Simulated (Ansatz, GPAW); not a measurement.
This is a calculation of GaGe3 for Ansatz 0.2.0. Atoms were shifted at random by some hundredths of an Å from the given cell, which wasn't relaxed again for these runs. The cell comes from a database or a generator and needn't be the stable form of this composition.

File input.yaml:

```yaml
crystal:
  lattice:
    - [4.278466, 0.0, 0.0]
    - [0.0, 4.278466, 0.0]
    - [0.0, 0.0, 4.278466]
  atoms:
    - { symbol: Ge, position: [0.500601, 0.499368, -0.007984] }
    - { symbol: Ge, position: [0.515089, -0.006883, 0.494661] }
    - { symbol: Ge, position: [0.012448, 0.492653, 0.499967] }
    - { symbol: Ga, position: [0.003679, 0.006519, 0.005903] }
kpoints:
  mp_grid: { grid: [6, 6, 6] }
scf:
  occupations: { method: fermi_dirac, width: 0.05 }
hamiltonian:
  xc: pbesol
  pseudopotentials: { kind: all_electron, lapw: { basis_error: 0.001 } }
output:
  forces: true
  stress: true
  eigenvalues: true
  populations: true
```

Potentials or basis: all-electron LAPW, scalar-relativistic.

Launch:

```bash
$ ansatz run input.yaml --threads 2 --pin off --max-ram 8192MiB --backend cpu --events-out ev --progress --plain --runs-dir out
```

Problem. Translate it to GPAW 26.7.0 (ASE script). Potentials or basis there: PAW data sets generated for this functional, cutoff 600 eV.

Solution. As run (cutoffs and basis follow the program's own potentials, and thresholds, step limits or extra output files can differ):

Contents of run.py:

```python
from ase import Atoms
from ase.dft.bandgap import bandgap
from ase.io import write
from ase.units import GPa
from gpaw import GPAW, PW, setup_paths

setup_paths.insert(0, '.')

atoms = Atoms(['Ge', 'Ge', 'Ge', 'Ga'],
              cell=[[4.278466, 0.0, 0.0],
                    [0.0, 4.278466, 0.0],
                    [0.0, 0.0, 4.278466]],
              scaled_positions=[[0.500601, 0.499368, -0.007984],
                                [0.515089, -0.006883, 0.494661],
                                [0.012448, 0.492653, 0.499967],
                                [0.003679, 0.006519, 0.005903]],
              pbc=True)

calc = GPAW(mode=PW(600),
            xc='PBEsol',
            kpts={'size': (6, 6, 6), 'gamma': True},
            occupations={'name': 'fermi-dirac', 'width': 0.05},
            nbands=18,
            convergence={'density': 1e-05, 'energy': 1e-05},
            maxiter=150,
            txt='gpaw.txt')
atoms.calc = calc
energy = atoms.get_potential_energy()
forces = atoms.get_forces()
stress = atoms.get_stress()
calc.write('gs.gpw')
write('result.traj', atoms)
print(f'Energy: {energy:.6f} eV')
print('Forces (eV/A):')
print(forces.round(4))
print('Stress (GPa):', (stress / GPa).round(3))
print('Fermi level:', round(calc.get_fermi_level(), 4), 'eV')
print(f'Gap: {bandgap(calc)[0]:.4f} eV, direct: {bandgap(calc, direct=True)[0]:.4f} eV')
```

Potentials or basis: PAW data sets generated in the run's folder for this functional, pw.

Command:

```sh
$ gpaw-setup -f PBEsol Ga Ge
$ OMP_NUM_THREADS=1 python run.py
```

Both were run:

|  | Ansatz | GPAW |
| --- | --- | --- |
| Pressure | -3.4 GPa | -3.7 GPa |
| Largest force | 0.110 eV/Å | 0.113 eV/Å |

Where Ansatz's input types no cutoff or centring, it takes its own default and a Γ-centred mesh.

The undisturbed cell isn't at this level's minimum, so the move can lower the energy.

Pressure is positive in compression.
